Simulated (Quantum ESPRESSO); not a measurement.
## Ta3Ti2VAg2 (one run as intended and one with a planted mistake)

Simulated, not a measurement. The program is pw.x of Quantum ESPRESSO 7.5 (plane-wave density functional theory). The cell is made up: eight metal atoms on a face-centred cubic lattice, with elements, volume, strain and displacements drawn at random and not relaxed, so it may be unstable or far from any real phase. PseudoDojo standard norm-conserving files set the functional (PBE unless stated); there is no spin polarisation or spin-orbit coupling, the Fermi-Dirac width of 0.25 eV means electrons at about 2900 K, and the masses in the input are unused placeholders. Heavy elements are run without spin-orbit coupling, which real alloys of them have. A spin test at this wide smearing found no moment, but such smearing suppresses magnetism that the real alloy may have.

Intended input:

```
&control calculation='scf', pseudo_dir='./dojo.nc.sr.pbe.v0_5.standard.upf', outdir='./o', disk_io='minimal', tprnfor=.true., tstress=.true. /
&system ibrav=0, nat=8, ntyp=4, nbnd=74, ecutwfc=84.00895049, nosym=.true., tot_charge=0,
 occupations='smearing', smearing='fd', degauss=0.0183746611
/
&electrons conv_thr=1.470e-08, electron_maxstep=70, mixing_beta=0.5 /
ATOMIC_SPECIES
Ag 1.0 Ag.upf
Ta 1.0 Ta.upf
Ti 1.0 Ti.upf
V 1.0 V.upf
CELL_PARAMETERS angstrom
0.0544 -1.9514 -2.0032
0.0145 4.0047 -4.1084
7.9614 -0.0942 -0.1232
ATOMIC_POSITIONS angstrom
Ta -0.0223 -0.0024 0.0218
Ta 3.9865 -0.0769 -0.0889
Ti 0.0163 2.0172 -2.1886
V 4.0118 1.9509 -2.1437
Ti 2.0734 0.0296 -1.992
Ag 6.009 -0.0981 -2.1134
Ta 1.9602 1.9437 -4.1147
Ag 5.9791 1.9626 -4.1718
K_POINTS automatic
8 4 3 1 1 1
```

The log is shortened where brackets say so; the opening notice, blank lines, dates and the lines on written files are dropped, and the path of the files is cut. It prints rydbergs, bohrs and kilobars, and counts compression as positive stress. Its total energy is the free energy E - TS of the whole cell.

Log of the intended run:

```
     Program PWSCF v.7.5
     Parallel version (MPI & OpenMP), running on       4 processor cores
     Number of MPI processes:                 4
     Threads/MPI process:                     1
     [start-up lines left out]
     bravais-lattice index     =            0
     lattice parameter (alat)  =       5.2857  a.u.
     unit-cell volume          =     861.4047 (a.u.)^3
     number of atoms/cell      =            8
     number of atomic types    =            4
     number of electrons       =       114.00
     number of Kohn-Sham states=           74
     kinetic-energy cutoff     =      84.0090  Ry
     charge density cutoff     =     336.0358  Ry
     scf convergence threshold =      1.5E-08
     mixing beta               =       0.5000
     number of iterations used =            8  plain     mixing
     Exchange-correlation= PBE
                           (   1   4   3   4   0   0   0)
     [axes and pseudopotential details left out]
   Cartesian axes
     site n.     atom                  positions (alat units)
         1        Ta     tau(   1) = (  -0.0079726  -0.0008580   0.0077938  )
         2        Ta     tau(   2) = (   1.4252295  -0.0274928  -0.0317830  )
         3        Ti     tau(   3) = (   0.0058275   0.7211772  -0.7824551  )
         4        V      tau(   4) = (   1.4342746   0.6974740  -0.7664027  )
         5        Ti     tau(   5) = (   0.7412695   0.0105824  -0.7121678  )
         6        Ag     tau(   6) = (   2.1483015  -0.0350721  -0.7555700  )
         7        Ta     tau(   7) = (   0.7007989   0.6948999  -1.4710628  )
         8        Ag     tau(   8) = (   2.1376118   0.7016569  -1.4914768  )
     number of k points=    48  Fermi-Dirac smearing, width (Ry)=  0.0184
                       cart. coord. in units 2pi/alat
        k(    1) = (   0.0572302  -0.0004179  -0.0853083), wk =   0.0416667
        k(    2) = (  -0.1770802  -0.0032585  -0.0889041), wk =   0.0416667
     [further k points left out]
     Dense  grid:    89673 G-vectors     FFT dimensions: (  32,  64,  90)
     Estimated max dynamical RAM per process >     320.29 MB
     Estimated total dynamical RAM >       1.19 GB
     Initial potential from superposition of free atoms
     starting charge     113.9921, renormalised to     114.0000
     Starting wfcs are   80 randomized atomic wfcs
     total cpu time spent up to now is        4.5 secs
     per-process dynamical memory:   247.7 Mb
     Self-consistent Calculation
     iteration #  1     ecut=    84.01 Ry     beta= 0.50
     Davidson diagonalization with overlap
     ethr =  1.00E-02,  avg # of iterations =  2.7
     total cpu time spent up to now is       14.5 secs
     total energy              =   -1390.36658296 Ry
     estimated scf accuracy    <       8.04848286 Ry
     iteration #  2     ecut=    84.01 Ry     beta= 0.50
     Davidson diagonalization with overlap
     ethr =  7.06E-03,  avg # of iterations =  3.6
     total cpu time spent up to now is       26.1 secs
     total energy              =   -1389.13452134 Ry
     estimated scf accuracy    <      89.98297059 Ry
     [iterations 3 to 19 left out]
     iteration # 20     ecut=    84.01 Ry     beta= 0.50
     Davidson diagonalization with overlap
     ethr =  1.15E-10,  avg # of iterations =  2.3
     total cpu time spent up to now is      192.1 secs
     total energy              =   -1395.61874527 Ry
     estimated scf accuracy    <       0.00000005 Ry
     iteration # 21     ecut=    84.01 Ry     beta= 0.50
     Davidson diagonalization with overlap
     ethr =  4.56E-11,  avg # of iterations =  1.3
     total cpu time spent up to now is      200.5 secs
     End of self-consistent calculation
     [lines on levels left out]
!    total energy              =   -1395.61874527 Ry
     estimated scf accuracy    <          9.2E-10 Ry
     smearing contrib. (-TS)   =      -0.12694240 Ry
     internal energy E=F+TS    =   -1395.49180287 Ry
     The total energy is F=E-TS. E is the sum of the following terms:
     one-electron contribution =    -460.92656681 Ry
     hartree contribution      =     290.08191975 Ry
     xc contribution           =    -239.68988673 Ry
     ewald contribution        =    -984.95726909 Ry
     convergence has been achieved in  21 iterations
     Forces acting on atoms (cartesian axes, Ry/au):
     atom    1 type  2   force =     0.00790266    0.03332152   -0.02397075
     atom    2 type  2   force =    -0.00747419    0.00137471    0.00038937
     atom    3 type  3   force =    -0.01997319   -0.03442449    0.04869911
     atom    4 type  4   force =    -0.01514545   -0.00955188    0.00407465
     atom    5 type  3   force =    -0.01509130    0.01963476   -0.02724587
     atom    6 type  1   force =    -0.00667095    0.03275382   -0.02684795
     atom    7 type  2   force =     0.06460102   -0.01768523    0.01393170
     atom    8 type  1   force =    -0.00814860   -0.02542320    0.01096974
     Total force =     0.121676     Total SCF correction =     0.000218
     Computing stress (Cartesian axis) and pressure
          total   stress  (Ry/bohr**3)                   (kbar)     P=      181.10
   0.00161368   0.00008682   0.00016509          237.38       12.77       24.28
   0.00008682   0.00102736   0.00011985           12.77      151.13       17.63
   0.00016509   0.00011985   0.00105224           24.28       17.63      154.79
     init_run     :      4.28s CPU      4.41s WALL (       1 calls)
     electrons    :    192.64s CPU    196.00s WALL (       1 calls)
     forces       :      1.54s CPU      1.55s WALL (       1 calls)
     stress       :      5.07s CPU      5.07s WALL (       1 calls)
     [timing details left out]
     PWSCF        :   3m23.63s CPU   3m27.18s WALL
     JOB DONE.
```

A second run has one planted mistake: two atoms have their elements exchanged. The input lines that differ:

```
- Ta 3.9865 -0.0769 -0.0889
- Ti 0.0163 2.0172 -2.1886
+ Ti 3.9865 -0.0769 -0.0889
+ Ta 0.0163 2.0172 -2.1886
```

Its log:

```
     Program PWSCF v.7.5
     Parallel version (MPI & OpenMP), running on       4 processor cores
     Number of MPI processes:                 4
     Threads/MPI process:                     1
     [start-up lines left out]
     bravais-lattice index     =            0
     lattice parameter (alat)  =       5.2857  a.u.
     unit-cell volume          =     861.4047 (a.u.)^3
     number of atoms/cell      =            8
     number of atomic types    =            4
     number of electrons       =       114.00
     number of Kohn-Sham states=           74
     kinetic-energy cutoff     =      84.0090  Ry
     charge density cutoff     =     336.0358  Ry
     scf convergence threshold =      1.5E-08
     mixing beta               =       0.5000
     number of iterations used =            8  plain     mixing
     Exchange-correlation= PBE
                           (   1   4   3   4   0   0   0)
     [axes and pseudopotential details left out]
   Cartesian axes
     site n.     atom                  positions (alat units)
         1        Ta     tau(   1) = (  -0.0079726  -0.0008580   0.0077938  )
         2        Ti     tau(   2) = (   1.4252295  -0.0274928  -0.0317830  )
         3        Ta     tau(   3) = (   0.0058275   0.7211772  -0.7824551  )
         4        V      tau(   4) = (   1.4342746   0.6974740  -0.7664027  )
         5        Ti     tau(   5) = (   0.7412695   0.0105824  -0.7121678  )
         6        Ag     tau(   6) = (   2.1483015  -0.0350721  -0.7555700  )
         7        Ta     tau(   7) = (   0.7007989   0.6948999  -1.4710628  )
         8        Ag     tau(   8) = (   2.1376118   0.7016569  -1.4914768  )
     number of k points=    48  Fermi-Dirac smearing, width (Ry)=  0.0184
                       cart. coord. in units 2pi/alat
        k(    1) = (   0.0572302  -0.0004179  -0.0853083), wk =   0.0416667
        k(    2) = (  -0.1770802  -0.0032585  -0.0889041), wk =   0.0416667
     [further k points left out]
     Dense  grid:    89673 G-vectors     FFT dimensions: (  32,  64,  90)
     Estimated max dynamical RAM per process >     320.29 MB
     Estimated total dynamical RAM >       1.19 GB
     Initial potential from superposition of free atoms
     starting charge     113.9921, renormalised to     114.0000
     Starting wfcs are   80 randomized atomic wfcs
     total cpu time spent up to now is        4.7 secs
     per-process dynamical memory:   247.8 Mb
     Self-consistent Calculation
     iteration #  1     ecut=    84.01 Ry     beta= 0.50
     Davidson diagonalization with overlap
     ethr =  1.00E-02,  avg # of iterations =  2.8
     total cpu time spent up to now is       15.8 secs
     total energy              =   -1390.39626116 Ry
     estimated scf accuracy    <       7.98429118 Ry
     iteration #  2     ecut=    84.01 Ry     beta= 0.50
     Davidson diagonalization with overlap
     ethr =  7.00E-03,  avg # of iterations =  4.0
     total cpu time spent up to now is       28.8 secs
     total energy              =   -1388.64436406 Ry
     estimated scf accuracy    <      96.04089757 Ry
     [iterations 3 to 19 left out]
     iteration # 20     ecut=    84.01 Ry     beta= 0.50
     Davidson diagonalization with overlap
     ethr =  1.61E-10,  avg # of iterations =  4.4
     total cpu time spent up to now is      208.8 secs
     total energy              =   -1395.61017983 Ry
     estimated scf accuracy    <       0.00000002 Ry
     iteration # 21     ecut=    84.01 Ry     beta= 0.50
     Davidson diagonalization with overlap
     ethr =  2.02E-11,  avg # of iterations =  3.7
     total cpu time spent up to now is      218.9 secs
     End of self-consistent calculation
     [lines on levels left out]
!    total energy              =   -1395.61017983 Ry
     estimated scf accuracy    <          3.0E-09 Ry
     smearing contrib. (-TS)   =      -0.12804826 Ry
     internal energy E=F+TS    =   -1395.48213157 Ry
     The total energy is F=E-TS. E is the sum of the following terms:
     one-electron contribution =    -460.56473873 Ry
     hartree contribution      =     289.92151423 Ry
     xc contribution           =    -239.71637804 Ry
     ewald contribution        =    -985.12252904 Ry
     convergence has been achieved in  21 iterations
     Forces acting on atoms (cartesian axes, Ry/au):
     atom    1 type  2   force =    -0.00194427    0.04412582   -0.03394176
     atom    2 type  3   force =    -0.00776160    0.00267044    0.00456426
     atom    3 type  2   force =    -0.03582619   -0.04736154    0.06944299
     atom    4 type  4   force =    -0.01887695   -0.01038657    0.00361878
     atom    5 type  3   force =     0.01357985    0.00368737   -0.01057680
     atom    6 type  1   force =    -0.02908303    0.02005848   -0.02032149
     atom    7 type  2   force =     0.11704520    0.00210392   -0.00903981
     atom    8 type  1   force =    -0.03713303   -0.01489793   -0.00374619
     Total force =     0.171432     Total SCF correction =     0.000187
     Computing stress (Cartesian axis) and pressure
          total   stress  (Ry/bohr**3)                   (kbar)     P=      189.65
   0.00166174   0.00008938   0.00018907          244.45       13.15       27.81
   0.00008938   0.00108741   0.00012044           13.15      159.96       17.72
   0.00018907   0.00012044   0.00111841           27.81       17.72      164.52
     init_run     :      4.46s CPU      4.59s WALL (       1 calls)
     electrons    :    210.56s CPU    214.19s WALL (       1 calls)
     forces       :      1.55s CPU      1.57s WALL (       1 calls)
     stress       :      5.36s CPU      5.37s WALL (       1 calls)
     [timing details left out]
     PWSCF        :   3m42.05s CPU   3m45.87s WALL
     JOB DONE.
```

```
                                            intended run  run with the mistake
                          free energy (eV)    -18988.360            -18988.244
         entropy term -TS, part of it (eV)        -1.727                -1.742
                            pressure (GPa)         18.11                 18.96
size of the largest force component (eV/Å)         1.661                 3.009
largest change of a force component (eV/Å)                               1.348
                                iterations            21                    21
```

For scale, a rerun of the intended cell at a higher cutoff and on a denser mesh moved values by no more than 0.004 eV in energy, 0.08 GPa in stress and 0.006 eV/Å in force, and a second program with other atomic files agreed on that cell to 2 % rms in force and 0.5 GPa in pressure.